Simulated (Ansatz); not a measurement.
Relaxed Na (bcc, W type):

```
CELL_PARAMETERS angstrom
     -4.19651     4.19651     4.19651
      2.09826    -2.09826     2.09826
      2.09826     2.09826    -2.09826
ATOMIC_POSITIONS crystal
  Na 0.00000 0.00000 0.00000
  Na 0.50000 0.00000 0.00000
```

The atoms are displaced by Q × the pattern below (from a DFPT mode at N = (0.5, 0.0, 0.0), largest move 1; Q in Å), at fixed cell. (q is in reciprocal vectors of the primitive cell; the cell shown is doubled to hold the pattern.)

```
atom       x      y      z
----  ------  -----  -----
Na1    1.000  0.000  0.000
Na2   -1.000  0.000  0.000
```

The numbers are results of PBE (plane waves to 420 eV, PAW, scalar-relativistic; Ansatz, a program for electronic structure), not measurements. k mesh 8×16×16 (Γ-centred), Fermi-Dirac smearing 0.05 eV. E stands for the smeared free energy. With partly filled bands, energies and forces of such displacements shift with the k mesh and the smearing. Na was relaxed with its symmetry unable to fall. ΔE is measured from the undisplaced structure. The last digit holds for this mesh only.

| Q (Å) | ΔE (meV/cell) |
|---|---|
| -0.180 | 20.36 |
| -0.150 | 14.23 |
| -0.120 | 9.15 |
| -0.090 | 5.17 |
| -0.060 | withheld |
| -0.030 | 0.58 |
| 0.000 | 0.00 |
| 0.030 | 0.58 |
| 0.060 | withheld |
| 0.090 | 5.17 |
| 0.120 | 9.15 |
| 0.150 | 14.23 |
| 0.180 | 20.36 |

Task: Fit an even polynomial form (powers 2, 4) to the given rows and predict ΔE at Q = 0.060.

Result: Least squares on the 11 given rows: ΔE = (641.4)·Q² + (-400.0)·Q⁴, in meV/cell with Q in Å; root-mean-square residual 0.002 meV/cell. At 0.060 the fit gives 2.30 meV/cell; the calculation gives 2.30 meV/cell, the same to the digits shown. The quadratic term alone would give 2.31 meV/cell.

(For displaced atoms, the force is minus the slope of the energy, and its curvature is a force constant, which sets phonon frequencies.)
